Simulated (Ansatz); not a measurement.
MgV₂O₆ (space group C2/m)

```xyz
9
Lattice="4.6639 -1.7193 0.0000 4.6639 1.7193 0.0000 -2.4948 0.0000 6.3100" Properties=species:S:1:pos:R:3 pbc="T T T"
Mg    -1.2474     0.0000     3.1550
V      1.4228     0.0000     1.0075
V      5.4101     0.0000     5.3024
O      6.2916     0.0000     0.4014
O      0.5414     0.0000     5.9086
O      7.0093     0.0000     4.8792
O     -0.1763     0.0000     1.4308
O      2.2931     0.0000     2.4315
O      4.5399     0.0000     3.8785
```

E(V) scan at fixed shape, V₀ the volume above. The atoms relax within the cell's symmetry.

These are r2SCAN (plane waves to 500 eV, PAW, scalar-relativistic; Ansatz, an electronic-structure program) values and carry that method's errors. k mesh 10×10×5 (Γ-centred), Fermi-Dirac smearing 0.05 eV. Energies are smeared free energies. Stress and pressure are positive under compression. Some relaxations began with atoms very close together and may have settled on another branch. With the shape held, the modulus is that of even scaling; a crystal free to change shape is softer. MgV2O6 is run without spin polarisation. MgV2O6 was relaxed with its symmetry unable to fall. ΔE is measured from the relaxed starting cell.

```tsv
V (Å³/atom)	ΔE (meV/atom)
9.445	119.7
9.745	withheld
10.044	46.2
10.344	24.2
10.644	10.0
10.944	2.3
11.244	0.0
11.544	2.0
11.843	7.6
12.143	16.0
12.443	26.7
12.743	39.5
13.043	53.9
```

Q: Fit a third-order Birch-Murnaghan form (E₀, V₀, B₀, B₀′ free) to the given rows and predict ΔE at V = 9.745.

A: Least squares on the 12 given rows: ΔE = E₀ + (9V₀B₀/16)·y²·[2 + (B₀′ − 4)y], y = (V₀/V)^(2/3) − 1, with V₀ = 11.249 Å³/atom, B₀ = 86.75 GPa (160.2 GPa = 1 eV/Å³; the term in eV is multiplied by 1000), B₀′ = 6.32, E₀ = 0.00 meV/atom; root-mean-square residual 0.08 meV/atom. At 9.745 the fit gives 77.1 meV/atom; the calculation gives 77.5 meV/atom, so the interpolation is off by -0.4 (-0.5 %). For the pressure the fit gives 19.5 GPa against the computed 19.5 GPa.

(Under strain, the slope of the energy per volume gives the stress and its curvature an elastic modulus.)
